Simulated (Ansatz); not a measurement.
CaAlSiH:
```
CaAlSiH
1.0
    4.12622     0.00000     0.00000
   -2.06311     3.57341     0.00000
    0.00000     0.00000     4.73003
Ca Al Si H
1 1 1 1
Direct
  0.00000   0.00000   0.99759
  0.66667   0.33333   0.45553
  0.33333   0.66667   0.56446
  0.66667   0.33333   0.08911
```

Relaxed with r²SCAN. 

Task: HSE06 on this cell (Ansatz, a program for electronic structure, PAW) gives a gap of 0.88 eV. What does r²SCAN give?

Result: 0.63 eV.

Cost on shared cores: the r²SCAN run (SCF on a 8×8×6 mesh, then bands and DOS) very roughly 50 core-seconds, the HSE06 run (SCF on 6×6×5, then a few points) around 2.2 core-minutes (rough); the tasks are unlike.

Space group P3m1. The workflow started from a Materials Project entry (that database holds measured and hypothetical structures alike); the Crystallography Open Database copy checked does not list it. Its standing as an ambient phase is unchecked. Symmetry was held in the r²SCAN relaxation; its stability against distortions is not shown here.

Potentials: the later of the program's two PAW sets.

Ansatz is a plane-wave DFT program.
